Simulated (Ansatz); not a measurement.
A: BN (wurtzite), a = 2.5440 Å, b = 2.5440 Å, c = 4.2077 Å, α = 90.00°, β = 90.00°, γ = 120.00°
B: La2O3 (A-La2O3 type, space group P-3m1), a = 3.935 Å, b = 3.935 Å, c = 6.126 Å, α = 90.00°, β = 90.00°, γ = 120.00°
C: Hf (hcp, Mg type), a = b = 3.1979 Å, c = 5.0473 Å, α = β = 90.00°, γ = 120.00°
D: AlN (wurtzite), a = b = 3.1067 Å, c = 4.9785 Å, α = β = 90.00°, γ = 120.00°

Scan: energy against volume (even scaling of the relaxed cell, symmetry kept). All come from one method, each on a k mesh of its own. All were relaxed with their symmetry unable to fall. Hf is run without spin polarisation. La2O3 is run without spin polarisation. Spin-orbit coupling is left out.

Q: Rank these by bulk modulus at fixed cell shape (fitted) (highest first), as r2SCAN (plane waves to 500 eV, PAW, scalar-relativistic; Ansatz, an electronic-structure program) gives it.

A: A (391 GPa), D (211 GPa), B (128 GPa), C (111 GPa)

(Under strain, the slope of the energy per volume gives the stress and its curvature an elastic modulus.)
